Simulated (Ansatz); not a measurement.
**Computed properties of SiGe**

SiGe:
```yaml
crystal:
  lattice:
    - [3.90429, 0.00000, 0.00000]
    - [-1.95214, 3.38121, 0.00000]
    - [0.00000, 0.00000, 6.45390]
  atoms:
    - { symbol: Ge, position: [0.66667, 0.33333, 0.99958] }
    - { symbol: Ge, position: [0.33333, 0.66667, 0.49958] }
    - { symbol: Si, position: [0.66667, 0.33333, 0.62562] }
    - { symbol: Si, position: [0.33333, 0.66667, 0.12562] }
```

Space group P6_3mc (No. 186), wurtzite; conventional cell a = 3.9043 Å, b = 3.9043 Å, c = 6.4539 Å, α = 90.00°, β = 90.00°, γ = 120.00°.

Method: r²SCAN in the plane-wave PAW code Ansatz. Geometry: relaxed at this level of theory. Other levels are named where they apply.

### Cell and energy

- Volume per atom: 21.30 Å³
- Density: 3.93 g/cm³
- Formation energy from the elements (no fitted shifts): 0.027 eV/atom

### Electronic structure

Band gap: 0.66 eV (indirect)
Valence-band maximum: at Γ
Conduction-band minimum: at M (3 equivalent valleys)
Smallest direct gap on the standard path: 0.79 eV
Electron effective mass: 0.11, 1.2, 1.2 mₑ (principal values)
Hole effective mass, band 1 of 2 at the edge: 0.51 along x, 0.50 along z (mₑ)
Hole effective mass, band 2 of 2 at the edge: 0.081 along x, 0.50 along z (mₑ)

### Mechanics

Bulk modulus (Birch–Murnaghan fit): 84.1 GPa
Pressure derivative B′: 4.5
Elastic constants (relaxed ions, GPa): C11 = 180, C12 = 44.6, C13 = 26.3, C33 = 205, C44 = 50.8
Mechanical stability: stable (all eigenvalues of C positive)
Hill bulk and shear moduli: 84.4 and 63.6 GPa
Young's modulus: 153 GPa
Poisson's ratio: 0.20
Debye temperature from the elastic constants: 477 K
Piezoelectric stress constants (proper, relaxed ions, C/m²): e33 = -0.02

The cell is a constructed one: a structure type filled with these elements; the Crystallography Open Database copy checked does not list it. Its standing as an ambient phase is unchecked. The r²SCAN relaxation kept the symmetry of its start; its stability against distortions is not shown here. Signs of piezoelectric constants follow the polarity of the cell as given. The references are the lowest solids computed at this level, not always the standard phases. Spin–orbit coupling is left out wherever it is not named.

Potentials: the later of the program's two PAW sets.
